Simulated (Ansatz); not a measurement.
# Stress against strain in Bi

```xyz
2
Lattice="3.3363 -3.0554 0.0000 3.3363 3.0554 0.0000 -1.1510 0.0000 3.0929" Properties=species:S:1:pos:R:3 pbc="T T T"
Bi    1.5087    0.0000    0.4608
Bi    4.0129    0.0000    2.6321
```

Atom numbers follow the list: Bi1, Bi2.

Conventional cell: a = 6.673 Å, b = 6.111 Å, c = 3.300 Å, α = 90.00°, β = 110.41°, γ = 90.00°. Bi (atom 1) is surrounded by 6 Bi at 3.15 to 3.31 Å.

Structure: COD 8100521, as refined from experiment and not relaxed.

No spin–orbit coupling, which matters for the heavy atoms here.

Theory: DFT, PBEsol, all-electron LAPW, scalar-relativistic in Ansatz 0.2.0.

Numerical set-up: a Γ-centred 8×8×11 k mesh, Fermi–Dirac smearing of 0.05 eV, basis error target 0.25 meV/atom, no spin polarisation.

The strain is applied along the Cartesian axes of the cell as listed (the other components stay zero). Fractional coordinates are held (clamped ions).

σ is the change of stress from the unstrained cell, which is at 1.22 GPa; tension is positive, so slopes are stress–strain coefficients at that pressure. In a metal the k mesh adds noise.

Only quantities that a quadratic follows smoothly over the whole series are listed; rougher ones are left out.

```
εxx = εyy  σzz (GPa)  σxx (GPa)
  -0.0300      -2.97      -4.89
  -0.0200      -1.92      -3.10
   0.0000       0.00       0.00
   0.0100       0.84       1.31
   0.0200       1.67       2.45
   0.0300       2.46       3.45
```

Q: Fit the series and read off the stiffness at zero strain.

A: Least-squares fits y = p0 + p1 x + p2 x² to the rows give σzz (GPa): p1 = 90.2, p2 = -270; σxx (GPa): p1 = 139, p2 = -800. So C13 + C23 = 90 GPa and C11 + C12 = 139 GPa, for these axes.

Q: One run, at εxx = εyy = -0.0100, is withheld. Predict its row.

A: The fits give -0.95, -1.47; the run gave -0.90, -1.49.
